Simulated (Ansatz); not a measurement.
Here is the system:

Relaxed Cu (fcc, Cu type):

```
CELL_PARAMETERS angstrom
      3.62881     0.00000     0.00000
      0.00000     3.62881     0.00000
      0.00000     0.00000     3.62881
ATOMIC_POSITIONS crystal
  Cu 0.00000 0.00000 0.00000
  Cu 0.50000 0.50000 0.00000
  Cu 0.50000 0.00000 0.50000
  Cu 0.00000 0.50000 0.50000
```

In each cell atom 4 (Cu, nearest neighbour Cu at 2.566 Å; its periodic images, 3.6 Å or more away, move with it) moves by s·(-0.707, -0.707, 0.000) (towards the nearest neighbour), the rest being held.

These are PBE (plane waves to 420 eV, PAW, scalar-relativistic; Ansatz, a first-principles code) values and carry that method's errors. k mesh 10×10×10 (Γ-centred), Fermi-Dirac smearing 0.05 eV. The energy includes the smearing's −TS. With partly filled bands, energies and forces of such displacements shift with the k mesh and the smearing. Cu is run without spin polarisation. Cu was relaxed with its symmetry unable to fall. The PAW data are Ansatz's earlier set. ΔE is measured from the undisplaced structure.

The scan covers s from -0.510 to 0.510 Å in 11 points.

Task: Is this a single well or a double well?

Result: A single well with its minimum at or next to zero displacement.

Task: Is the energy the same for equal positive and negative displacements?

Result: Even: the same for both signs. With its periodic images moving along, the atom's site symmetry in this cell is m-3m.

Task: What force acts on the atom along the line at s = -0.510 Å?

Result: 5.23 eV/Å.

Task: What is the energy change at s = 0.510 Å?

Result: 1080 meV/cell.

Task: What is the force constant k = d²E/ds² of this move at s = 0?

Result: 6.65 eV/Å².

(For displaced atoms, the force is minus the slope of the energy, and its curvature is a force constant, which sets phonon frequencies.)
